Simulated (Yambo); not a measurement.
Yambo run on TlBr (CsCl type, space group Pm-3m, No. 221). The wavefunctions are PBE (stringent potentials; pw.x of Quantum ESPRESSO, ONCV potentials, no spin-orbit coupling) ones on a 4×4×4 mesh (19 occupied bands); a = 3.914 Å, b = 3.914 Å, c = 3.914 Å, α = 90.00°, β = 90.00°, γ = 90.00°.

Yambo input:

```
rim_cut
gw0
dyson
el_el_corr
HF_and_locXC
cohsex
em1s
RandQpts= 1000000
RandGvec= 1 Ry
EXXRLvcs= 90.4 Ry
VXCRLvcs= 361.6 Ry
Chimod= "HARTREE"
% BndsRnXs
 10 | 284 |
%
NGsBlkXs= 15 Ry
% LongDrXs
 1.0 | 1.0 | 1.0 |
%
ExtendOut
% QPkrange
 3 | 3 | 19 | 20 |
%
```

k points by index: 3 = X.

The o-*.qp file then holds:

```
#    K-point    Band    Eo [eV]    E [eV]    E-Eo [eV]    Vxc [eV]    Vnlxc [eV]    Sc|Eo [eV]    Re(Z)    Im(Z)
#
    3    19    0.000000    -3.745231    -3.745231    -15.05564    -18.27779    -0.523085    1.000000    0.000000
    3    20    1.723569    0.405412    -1.318158    -9.716073    -6.497589    -4.536642    1.000000    0.000000
```
(The two width columns are left out.) Convergence of these settings isn't established.

Geometry relaxed with PBEsol.
